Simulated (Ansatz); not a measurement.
Here is an unrelaxed guess for BaHf3O2.

```cif
data_structure
_symmetry_space_group_name_H-M 'P 1'
_symmetry_Int_Tables_number 1
_cell_length_a 5.5857
_cell_length_b 5.5857
_cell_length_c 3.9232
_cell_angle_alpha 90.000
_cell_angle_beta 90.000
_cell_angle_gamma 120.000
_cell_volume 106.01
loop_
_atom_site_label
_atom_site_type_symbol
_atom_site_fract_x
_atom_site_fract_y
_atom_site_fract_z
_atom_site_occupancy
Ba1 Ba 0.00000 0.00000 0.88881 1
Hf1 Hf 0.50000 0.50000 0.45952 1
Hf2 Hf 0.50000 0.00000 0.45952 1
Hf3 Hf 0.00000 0.50000 0.45952 1
O1 O 0.66667 0.33333 0.96314 1
O2 O 0.33333 0.66667 0.96314 1
```

Theory: DFT PBE, scalar-relativistic, plane waves, PAW (Ansatz). Plane waves to 420 eV, a k mesh through Γ of 6×6×4 on the computed 6-atom cell and Gaussian smearing (0.10 eV); no spin polarisation.

Energies over the elements count from the elements' standard structures at the same level (O₂ as a molecule), with no fitted energy shifts.

Question: Estimate its pressure, forces and energy as it stands.

Answer: The pressure is 2.8 GPa (the mean over three directions, positive in compression), the largest force is 1.53 eV/Å, and the energy is −0.47 eV/atom against the elements. The shortest distance is 2.53 Å.

Question: Is it a good guess?

Answer: A rough one: relaxing gains about 0.40 eV/atom (the start's value is from the coarse mesh, so the gain is rough) in 24 ionic steps and ends at −0.87 eV/atom on the finer mesh. The symmetry goes from P6mm (No. 183) to P6/mmm (No. 191). The volume per atom grows by 1.3 %, from 17.7 to 17.9 Å³. The shortest distance goes from 2.53 Å (Hf–O) to 2.38 Å (Hf–O). Conventional cell: a = 6.519 Å, c = 2.918 Å. Ba is surrounded by 2 Ba at 2.92 Å and 12 Hf at 3.57 Å; around Hf lie 4 O at 2.38 Å, 2 Hf at 2.92 Å, 4 Hf at 3.26 Å and 4 Ba at 3.57 Å; O has 6 Hf at 2.38 Å and 2 O at 2.92 Å.

The last run used a 6×6×12 mesh (in the run's order of axes) for its 6-atom cell and Gaussian smearing of 0.10 eV. Spin–orbit coupling, which can matter for Hf, is left out. The relaxation can't lower the symmetry of the start, and the grade says only how near the guess is to its own end. Symmetry constrained the relaxation, so the result can be a saddle point. Another cell of BaHf3O2 relaxed alike, in P4/mmm, lies 0.61 eV/atom lower, so this cell isn't the stable form at this level.
